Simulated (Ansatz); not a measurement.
**Relaxing a structure of Si₂W**

The start is a generated cell, Si2W built in the AFLOW prototype A2B_tP6_129_ac_c (C38, as in Cu2Sb). Cell shape, volume and atoms are optimised at zero target pressure with PBE (plane waves to 420 eV, PAW, scalar-relativistic; Ansatz, a first-principles code). First-step values are on the input's coarse k-mesh.

Ansatz input (later rounds restart from its end on a renewed k-mesh):
Ansatz 0.2 input:
```yaml
crystal:
  lattice:
    - [3.8243201, 0, 0]
    - [0, 3.8243201, 0]
    - [0, 0, 5.835324]
  atoms:
    - { symbol: Si, position: [0, 0, 0] }
    - { symbol: Si, position: [0.5, 0.5, 0] }
    - { symbol: Si, position: [0.5, 0, 0.27] }
    - { symbol: Si, position: [0, 0.5, 0.73] }
    - { symbol: W, position: [0.5, 0, 0.7] }
    - { symbol: W, position: [0, 0.5, 0.3] }
basis: { ecutwfc: 420, ecutrho_ratio: 4, xc_grid: 2, fft_grid_basis: typed }
kpoints: { mp_grid: { grid: [6, 6, 4] } }
hamiltonian:
  xc: pbe
  dispersion: none
  pseudopotentials: { azcp: { folder: ./paw }, kind: paw }
scf: { occupations: { method: fermi_dirac, width: 0.05 } }
relax: { f_tol: 0.01, max_steps: 100, cell: { stress_tol: 0.02 } }
output: { forces: true, stress: true }
```

Question: How large is the pressure on the unrelaxed cell, and of which sign?

Answer: +5 GPa (positive: the cell is compressed).

Question: Which atoms feel the largest initial force, and how large is it?

Answer: About 1.3 eV/Å, on Si3, Si4 (atoms numbered as listed).

Question: By how much does the energy per atom fall from start to end?

Answer: 0.78 eV/atom.

Question: How does the volume per atom move from start to end?

Answer: +2.0 %, from 14.22 to 14.51 Å³/atom.

Question: How do the shortest distances between atoms change?

Answer: The closest pairs of elements (up to four, under 3.6 Å), start → end: Si–Si 2.48 → 2.39 Å; Si–W 2.51 → 2.56 Å; W–W 3.57 → 3.38 Å.

Question: What band gap does the relaxed structure have at this level?

Answer: Zero (metallic).

The space group stays P4/nmm (No. 129) (the run could not lower it), with 6 atoms in the primitive cell. Final values are on a 14×14×6 k-mesh of the relaxed cell. No spin polarisation in the result.

The run could not lose the symmetry of its start; a randomly shaken copy of 12 atoms returns to this structure.

The relaxed structure here is a generated cell of Si2W: the first start was made by placing the elements on the sites of a structure type, and the end was not matched to a known phase here, so it may be hypothetical. Known forms of Si2W include space group No. 139.
